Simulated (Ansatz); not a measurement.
A distorted cell of TaGe2 (space group P6_222):

```xyz
9
Lattice="5.1585 0.0000 0.0000 -2.5792 4.4674 0.0000 0.0000 0.0000 7.0097" Properties=species:S:1:pos:R:3 pbc="T T T"
Ta     2.5792     0.0000     3.5048
Ta     1.2896     2.2337     5.8414
Ta    -1.2896     2.2337     1.1683
Ge     0.0000     1.4744     3.5048
Ge     3.8817     0.7372     5.8414
Ge     1.3024     3.7302     1.1683
Ge     2.5792     2.9930     3.5048
Ge    -1.3024     3.7302     5.8414
Ge     1.2768     0.7372     1.1683
```

These are r2SCAN (plane waves to 500 eV, PAW, scalar-relativistic; Ansatz, a first-principles code) values and carry that method's errors. k mesh 11×11×7 (Γ-centred), Fermi-Dirac smearing 0.05 eV. The energy includes the smearing's −TS. Stress and pressure are positive under compression. Spin-orbit coupling is left out, though Ta is heavy. TaGe2 is run without spin polarisation. TaGe2 was relaxed with its symmetry unable to fall.

Task: What is the stress tensor (GPa)?

Result: 
```
  -13.2      0.0      0.0
    0.0    -13.2      0.0
    0.0      0.0    -16.9
```
The pressure, a third of the trace, is -14.5 GPa.

Task: It is the relaxed cell scaled evenly to V/V₀ = 1.120, atoms relaxed where free. What is its energy relative to the relaxed cell?

Result: 96 meV/atom.

(Under strain, the slope of the energy per volume gives the stress and its curvature an elastic modulus.)
